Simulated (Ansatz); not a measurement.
CaTl:
```yaml
crystal:
  lattice:
    - [3.81892, 0.00000, 0.00000]
    - [0.00000, 3.81892, 0.00000]
    - [0.00000, 0.00000, 3.81892]
  atoms:
    - { symbol: Ca, position: [0.00000, 0.00000, 0.00000] }
    - { symbol: Tl, position: [0.50000, 0.50000, 0.50000] }
```

Relaxed with PBEsol. Special points in fractions of this cell's reciprocal vectors: Γ (0.000, 0.000, 0.000); X (0.000, 0.500, 0.000); M (0.500, 0.500, 0.000); R (0.500, 0.500, 0.500).

**Question.** List the band energies nearest the Fermi level at these points for PBEsol with spin–orbit coupling in the plane-wave PAW code Ansatz.

**Answer.** In eV from the Fermi level; about four levels below and three above (degenerate sets whole), none deeper than 8.9 eV; points with the same levels are listed once.

| k | below | above |
|---|---|---|
| Γ | -8.36 -8.36 | 1.41 1.41 1.41 1.41 |
| X | -6.59 -6.59 -3.39 -3.39 | 1.52 1.52 1.63 1.63 |
| M | -1.67 -1.67 -1.01 -1.01 | 1.05 1.05 3.38 3.38 |
| R | -1.08 -1.08 -1.08 -1.08 | 4.03 4.03 4.03 4.03 |

Space group Pm-3m (CsCl type). The workflow started from an entry of the Crystallography Open Database (COD). Whether it is the stable phase at ambient conditions was not checked. Symmetry was held in the PBEsol relaxation; its stability against distortions is not shown here.

Potentials: the later of the program's two PAW sets.
